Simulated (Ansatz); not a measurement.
Na:
```yaml
crystal:
  lattice:
    - [-2.04028, 2.04028, 2.04028]
    - [2.04028, -2.04028, 2.04028]
    - [2.04028, 2.04028, -2.04028]
  atoms:
    - { symbol: Na, position: [0.00000, 0.00000, 0.00000] }
```

Relaxed with PBE+D3(BJ). Special points in fractions of this cell's reciprocal vectors: Γ (0.000, 0.000, 0.000); H (0.500, -0.500, 0.500); N (0.000, 0.000, 0.500); P (0.250, 0.250, 0.250).

Problem. List the band energies nearest the Fermi level at these points for plane-wave PAW PBE+D3(BJ) (Ansatz code).

Solution. In eV from the Fermi level; about four levels below and three above (degenerate sets whole), none deeper than 8.9 eV; … stands for higher levels left out; points with the same levels are listed once.

```json
[
 {"k": "Γ", "below": "-3.44", "above": "12.33 12.33 12.33"},
 {"k": "H", "below": "–", "above": "4.69 4.69 …"},
 {"k": "N", "below": "–", "above": "0.80 1.34 8.60"},
 {"k": "P", "below": "–", "above": "2.86 2.86 2.86"}
]
```

Space group Im-3m (bcc (W type)). Symmetry was held in the PBE+D3(BJ) relaxation. The pairwise dispersion correction was not fitted to metals.

Potentials: the later of the program's two PAW sets.
